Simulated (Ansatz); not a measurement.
The elements of this relaxed trial crystal are hidden behind letters.

```
lattice vectors (Å)
   3.6030    0.0000    0.0000
  -1.8015    3.1203    0.0000
   0.0000    0.0000   22.8632
fractional positions
X 0.6667 0.3333 0.3248
X 0.3333 0.6667 0.8248
X 0.3333 0.6667 0.6752
X 0.6667 0.3333 0.1752
X 0.0000 0.0000 0.5000
X 0.0000 0.0000 0.0000
Z 0.3333 0.6667 0.4124
Z 0.6667 0.3333 0.9124
Z 0.3333 0.6667 0.0876
Z 0.6667 0.3333 0.5876
Q 0.0000 0.0000 0.7500
Q 0.0000 0.0000 0.2500
```

Level of theory: DFT PBE, scalar-relativistic, plane waves, PAW (Ansatz). The final run on the 12-atom cell used 420 eV, a Γ-centred 12×12×2 mesh, 0.10 eV smearing and no spin polarisation.

```
Space group                                 : P6_3/mmc (No. 194)
Conventional cell                           : a = 3.603 Å, c = 22.863 Å
Volume per atom                             : 21.42 Å³
Density                                     : 4.51 g/cm³
Formation energy                            : −0.65 eV/atom
Gap on the 12×12×2 mesh of the 12-atom cell : 0 eV (a metal)
```

Energies are uncorrected and count from the elements' standard states at the same level.

Task: X is a d-block element of period 4, Z is a p-block element of period 4 and Q is a p-block element of period 4. Which elements are they?

Result: X = Sc, Z = Ga, Q = As, so the formula is Sc3Ga2As. Density times volume gives a mean mass of 4.51 × 21.42/1.6605 = 58.2 u per atom, and this set has 58.2 u. Sc on a site of symmetry 3m is surrounded by 3 As at 2.69 Å, 3 Ga at 2.89 Å and 7 Sc at 3.42–3.60 Å; Ga has 6 Sc at 2.89 Å; around As lie 6 Sc at 2.69 Å; 1 more site not described. Other sets within the hints have nearly the same mass, so mass alone doesn't settle it; this one was computed.

A structure relaxed within its symmetry needn't be a true minimum. Another cell of Sc3Ga2As relaxed alike, in P4/mmm, lies 42 meV/atom lower, so this cell isn't the stable form at this level.
